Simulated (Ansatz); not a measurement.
## NaCl: computed property card

NaCl:
```
CELL_PARAMETERS angstrom
      3.46045     0.00000     0.00000
      0.00000     3.46045     0.00000
      0.00000     0.00000     3.46045
ATOMIC_POSITIONS crystal
  Na 0.00000 0.00000 0.00000
  Cl 0.50000 0.50000 0.50000
```

Space group Pm-3m (No. 221), CsCl type; conventional cell a = 3.460 Å, b = 3.460 Å, c = 3.460 Å, α = 90.00°, β = 90.00°, γ = 90.00°.

Method: plane-wave PAW r²SCAN (Ansatz code). Structure relaxed to zero pressure with the same functional. Other levels are named where they apply.

**Cell and energy**

| Quantity | Value |
|---|---|
| Volume per atom | 20.72 Å³ |
| Density | 2.34 g/cm³ |
| Formation energy from the elements (no fitted shifts) | -1.89 eV/atom |

**Electronic structure**

| Quantity | Result |
|---|---|
| Band gap | 4.91 eV (indirect) |
| Valence-band maximum | at M |
| Conduction-band minimum | at Γ |
| Smallest direct gap on the standard path | 5.45 eV |
| Electron effective mass | 0.38 mₑ (isotropic) |
| Hole effective mass | 0.51, 4.2, 4.2 mₑ (principal values) |
| HSE06 gap on the r²SCAN cell | 5.42 eV |

**Mechanics**

| Quantity | Result |
|---|---|
| Bulk modulus (Birch–Murnaghan fit) | 29.4 GPa |
| Pressure derivative B′ | 4.7 |
| Elastic constants (relaxed ions, GPa) | C11 = 87.1, C12 = 0.6, C44 = -1.7 |
| Mechanical stability | marginal (the smallest eigenvalue of C is near zero) |

**Dielectric response**

| Property | Result |
|---|---|
| Electronic dielectric constant ε∞ (DFPT) | 2.58 |
| Static dielectric constant ε0 (ions relaxed, cell fixed) | 14.8 |
| Born charges (a third of the trace) | Na +1.16, Cl -1.16 e |

**Phonons**

| Item | Value |
|---|---|
| Highest zone-centre frequency (without LO–TO term) | 97 cm⁻¹ |
| Zone-centre stability | no imaginary mode at Γ |

**Charges**

| Property | Result |
|---|---|
| Bader charges | Na +0.89, Cl -0.89 e |

This is a known high-pressure phase of the composition, computed here at zero pressure and temperature. Symmetry was held in the r²SCAN relaxation. The references are the lowest solids computed at this level, not always the standard phases (solids in place of the gases).

Potentials: the earlier of the program's two PAW sets. The files were generated under PBE; for other functionals the program regenerates the frozen cores, and for LDA and PBEsol the local potential too.
